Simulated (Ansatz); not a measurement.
**CoSn3: energy against total moment**

Level of theory: Ansatz 0.2.0, DFT r2SCAN, scalar-relativistic, plane waves, PAW.

```
Sn Co
1.0
     0.00000    3.60103    3.60103
     3.60103    0.00000    3.60103
     3.60103    3.60103    0.00000
Sn Co
3 1
Direct
  0.25000 0.25000 0.25000
  0.75000 0.75000 0.75000
  0.50000 0.50000 0.50000
  0.00000 0.00000 0.00000
```

```json
{"plane-wave cutoff": "500 eV", "Γ-centred k-mesh": "10×10×10", "occupation rule": "Gaussian smearing, 0.1 eV"}
```

The total moment of the cell is held at each value, at fixed atoms.

Site moments are spin moments in atom-centred spheres that scale with the neighbour distance.

```csv
held moment (μB/cell),E above lowest (meV/atom),P (GPa),site moments (μB)
0.00,110.6,-5.5,none over 0.05
0.38,?,?,?
0.75,27.0,-2.8,"Sn -0.18 (×2), Co +1.63"
1.12,8.0,-2.3,"Sn -0.15 (×2), Co +1.80"
1.50,0.0,-1.8,"Sn -0.11 (×2), Co +1.96"
1.88,?,?,?
2.25,63.5,-2.5,"Sn +0.10, Co +2.10"
2.62,93.9,-2.0,"Sn +0.08 (×2), Sn +0.14, Co +2.20"
3.00,?,?,?
```

Problem. Fill in the withheld rows.

Solution. The withheld rows:

```
held moment (μB/cell) E above lowest (meV/atom) P (GPa) site moments (μB)
                 0.38                       62.4     -3.5  Sn -0.20 (×2), Sn -0.08, Co +1.38
                 1.88                       42.7     -3.0                 Sn +0.06, Co +1.99
                 3.00                      133.7     -1.5  Sn +0.13 (×2), Sn +0.19, Co +2.30
```

Cost: 9 runs of about 19 core-minutes in all, on Intel Xeon Processor @ 2.50GHz (Skylake/Cascade Lake) (shared hosts).